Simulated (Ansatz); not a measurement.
La2O3:
```yaml
crystal:
  lattice:
    - [3.94053, 0.00000, 0.00000]
    - [-1.97027, 3.41260, 0.00000]
    - [0.00000, 0.00000, 6.18801]
  atoms:
    - { symbol: La, position: [0.66667, 0.33333, 0.75263] }
    - { symbol: La, position: [0.33333, 0.66667, 0.24737] }
    - { symbol: O, position: [0.66667, 0.33333, 0.35469] }
    - { symbol: O, position: [0.33333, 0.66667, 0.64531] }
    - { symbol: O, position: [0.00000, 0.00000, 0.00000] }
```

Relaxed with PBE. Special points in fractions of this cell's reciprocal vectors: Γ (0.000, 0.000, 0.000); M (0.500, 0.000, 0.000); K (0.333, 0.333, 0.000); A (0.000, 0.000, 0.500); L (0.500, 0.000, 0.500); H (0.333, 0.333, 0.500).

Q: List the band energies nearest the valence-band maximum at these points for PBE (plane waves, PAW; program Ansatz).

A: In eV from the valence-band maximum; about four levels below and three above (degenerate sets whole), none deeper than 8.9 eV; points with the same levels are listed once.

```json
[
 {"k": "Γ", "below": "-1.61 -0.35 -0.35 -0.09", "above": "4.23 4.59 4.59"},
 {"k": "M", "below": "-0.71 -0.65 -0.39 -0.29", "above": "3.83 4.63 5.03"},
 {"k": "K", "below": "-0.79 -0.79 -0.77 -0.11", "above": "3.86 4.68 4.68"},
 {"k": "A", "below": "-0.97 -0.75 -0.26 -0.26", "above": "4.60 4.68 4.68"},
 {"k": "L", "below": "-0.95 -0.68 -0.35 0.00", "above": "4.33 4.55 4.94"},
 {"k": "H", "below": "-0.54 -0.27 -0.27 -0.23", "above": "4.21 4.78 4.82 4.82"}
]
```

Space group P-3m1 (La2O3 or Ni2Al3 type). Symmetry was held in the PBE relaxation. Scalar-relativistic: spin–orbit coupling is off unless named, which matters more the heavier the elements.

Potentials: the earlier of the program's two PAW sets.
